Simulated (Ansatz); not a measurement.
The elements of this relaxed trial crystal are hidden behind letters.

```
lattice vectors (Å)
  -2.0925    2.0925   14.8038
   2.0925   -2.0925   14.8038
   2.0925    2.0925  -14.8038
fractional positions
X 0.7014 0.7014 0.0000
X 0.2986 0.2986 0.0000
X 0.5000 0.5000 0.0000
Z 0.1000 0.1000 0.0000
Z 0.9000 0.9000 0.0000
Q 0.0000 0.0000 0.0000
Q 0.5990 0.5990 0.0000
Q 0.2032 0.2032 0.0000
Q 0.7968 0.7968 0.0000
Q 0.4010 0.4010 0.0000
```

Computed with Ansatz 0.2.0, DFT PBE, scalar-relativistic, plane waves, PAW. The final run on the 10-atom cell used 420 eV, a Γ-centred 12×12×12 mesh, 0.01 eV smearing and no spin polarisation.

```
Space group                                  : I4/mmm (No. 139)
Conventional cell                            : a = 4.185 Å, c = 29.608 Å
Volume per atom                              : 25.93 Å³
Density                                      : 5.96 g/cm³
Energy over the elements                     : −0.463 eV/atom
Gap on the 12×12×12 mesh of the 10-atom cell : 0.09 eV
```

Energies are uncorrected and count from the elements' standard states at the same level.

Problem. X is a p-block element of period 5, Z is a p-block element of period 6 and Q is a p-block element of period 3. Which elements are they?

Solution. X = Sn, Z = Pb, Q = S, so the formula is Sn3Pb2S5. Density times volume gives a mean mass of 5.96 × 25.93/1.6605 = 93.1 u per atom, and this set has 93.1 u. Sn on a site of symmetry 4mm has 6 S at 2.82–3.03 Å; around Pb lie 6 S at 2.96–3.06 Å; S on a site of symmetry 4/mmm has 4 Sn at 2.96 Å and 2 Pb at 2.96 Å; 3 more sites not described. Other sets within the hints have nearly the same mass, so mass alone doesn't settle it; this one was computed.

Spin–orbit coupling, which can matter for Pb, is left out. Kohn–Sham gaps at this level usually fall short of measured ones. The missing spin–orbit coupling can work the other way here. Symmetry constrained the relaxation, so the result can be a saddle point.
